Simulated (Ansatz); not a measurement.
ZnCu2SiTe4 in space group I-42m (No. 121; Zn on 2a, Si on 2b, Cu on 4d, Te on 8i) under volume change, the program Ansatz at the r²SCAN level (PAW), shape and atoms relaxed at each volume.

```
V (Å³/atom)  E − E(relaxed) (meV/atom)  P (GPa)
-----------  -------------------------  -------
24.189                            45.7     6.71
24.986                            19.1     4.07
25.784                             4.5     1.86
26.581                             0.0     0.00
27.379                             4.0    -1.56
28.176                            15.1    -2.87
28.974                            32.2    -3.96
```

What does a third-order Birch–Murnaghan fit give for V₀, B₀ and B′?

V₀ = 26.58 Å³/atom, B₀ = 56.6 GPa, B′ = 4.8.

The workflow started from a Materials Project entry (that database holds measured and hypothetical structures alike); the Crystallography Open Database copy checked does not list it. Its standing as an ambient phase is unchecked. The cell was relaxed with r²SCAN under the symmetry of its start; its stability against distortions is not shown here. No spin polarisation was allowed. Scalar-relativistic: spin–orbit coupling is off unless named, which matters more the heavier the elements.

Potentials: the later of the program's two PAW sets.
